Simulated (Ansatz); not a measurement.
Values for one crystal, relaxed and computed with PBEsol (plane waves, PAW; program Ansatz); other levels are named.

| Quantity | Value |
|---|---|
| Volume per atom | 11.68 Å³ |
| Electronic character | metallic (no gap) |
| Zone-centre stability | no imaginary mode at Γ |
| Mechanical stability | stable (all eigenvalues of C positive) |
| Hill bulk and shear moduli | 184 and 140 GPa |
| Poisson's ratio | 0.20 |
| Highest zone-centre frequency | 723 cm^-1 |

Pick the material that matches.
(A) AlV2C, P6_3/mmc (Al on 2c, V on 4f, C on 2a)
(B) SiRh, P6/mmm (Rh on 3f, Si on 1a, Si on 2d)
(C) BiB, P-6m2 (B on 1a, Bi on 1f)
(D) ZrC, rock salt

A, AlV2C, P6_3/mmc (Al on 2c, V on 4f, C on 2a)

The PBEsol relaxation kept the symmetry of its start. The run is not spin-polarised. As this level gives no gap, shear constants depend on the k-mesh and smearing (Fermi–Dirac, 0.1 eV here). As this level gives no gap, phonon frequencies hold no LO–TO term and depend on the k-mesh and smearing (Fermi–Dirac, 0.1 eV here).

Potentials: the later of the program's two PAW sets.
